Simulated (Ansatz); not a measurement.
**Os: from a starting cell to a relaxed one**

The start is a generated trial cell of Os in the AFLOW prototype A_cI16_206_c (as in Si). The structure is fully relaxed (lattice and positions, P = 0) with r2SCAN (plane waves to 500 eV, PAW, scalar-relativistic; Ansatz, a first-principles code). The first steps use a 11×11×11 k-mesh.

Initial structure:
```yaml
crystal:
  lattice:
    - [-3.04127, 3.04127, 3.04127]
    - [3.04127, -3.04127, 3.04127]
    - [3.04127, 3.04127, -3.04127]
  atoms:
    - { symbol: Os, position: [0.29980, 0.29980, 0.29980] }
    - { symbol: Os, position: [0.50000, 0.00000, 0.20020] }
    - { symbol: Os, position: [0.00000, 0.20020, 0.50000] }
    - { symbol: Os, position: [0.20020, 0.50000, 0.00000] }
    - { symbol: Os, position: [0.70020, 0.70020, 0.70020] }
    - { symbol: Os, position: [0.50000, 0.00000, 0.79980] }
    - { symbol: Os, position: [0.00000, 0.79980, 0.50000] }
    - { symbol: Os, position: [0.79980, 0.50000, 0.00000] }
```

### Question
How much energy is released per atom?

### Answer
About 1.7 eV/atom.

### Question
How does the volume per atom move from start to end?

### Answer
+33.4 %, from 14.06 to 18.76 Å³/atom.

### Question
Is the relaxed structure metallic? Give its gap.

### Answer
Zero (metallic).

### Question
What does it relax into? Give the structure.

### Answer

```cif
data_Os16
_chemical_formula_sum 'Os16'
_space_group_name_H-M_alt 'Ia-3'
_space_group_IT_number 206
_space_group_name_Hall '-I 2b 2c 3'
_cell_length_a 6.69549
_cell_length_b 6.69549
_cell_length_c 6.69549
_cell_angle_alpha 90.000
_cell_angle_beta 90.000
_cell_angle_gamma 90.000
loop_
_atom_site_label
_atom_site_type_symbol
_atom_site_symmetry_multiplicity
_atom_site_Wyckoff_symbol
_atom_site_fract_x
_atom_site_fract_y
_atom_site_fract_z
_atom_site_occupancy
Os1 Os 16 c 0.14704 0.14704 0.14704 1
```
(The calculation used a cell of 8 atoms; values per cell refer to that cell.)

The space group stays Ia-3 (No. 206) (the run could not lower it); the end is AFLOW prototype A_cI16_206_c (as in Si), with 8 atoms in the primitive cell. Final values are on a 10×10×10 k-mesh of the relaxed cell. The start holds a very short contact (Os–Os 2.11 Å). No spin polarisation in the result.

The run could not lose the symmetry of its start, so the end can be a saddle point.

The relaxed structure here is a generated cell of Os: the first start was made by placing the elements on the sites of a structure type, and the end was not matched to a known phase here, so it may be hypothetical. Known forms of Os include space group No. 194.
